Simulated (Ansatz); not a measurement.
HfPt3 in space group P6_3/mmc (No. 194; Hf on 2a, Hf on 2c, Pt on 6g, Pt on 6h) under volume change, PBEsol (plane waves, PAW; program Ansatz), shape and atoms relaxed at each volume.

| V (Å³/atom) | E − E(relaxed) (meV/atom) | P (GPa) |
|---|---|---|
| 14.409 | 123.8 | 30.54 |
| 14.884 | ___ | ___ |
| 15.359 | ___ | ___ |
| 15.834 | 0.0 | 0.00 |
| 16.309 | 10.8 | -7.06 |
| 16.784 | 40.7 | -12.96 |
| 17.259 | 86.6 | -17.88 |

Question: Some entries are withheld; supply them.

Answer: 
- 15.359, E − E(relaxed) (meV/atom): 12.1
- 15.359, P (GPa): 8.44
- 14.884, E − E(relaxed) (meV/atom): 51.7
- 14.884, P (GPa): 18.51

Question: What does a third-order Birch–Murnaghan fit give for V₀, B₀ and B′?

Answer: V₀ = 15.83 Å³/atom, B₀ = 257 GPa, B′ = 4.9.

The workflow started from a Materials Project entry (that database holds measured and hypothetical structures alike); the Crystallography Open Database files this formula in space group No. 194, but the cells were not matched. Its standing as an ambient phase is unchecked. Symmetry was held in the PBEsol relaxation; its stability against distortions is not shown here. No spin polarisation was allowed. Scalar-relativistic: spin–orbit coupling is off unless named, which matters more the heavier the elements.

Potentials: the later of the program's two PAW sets.
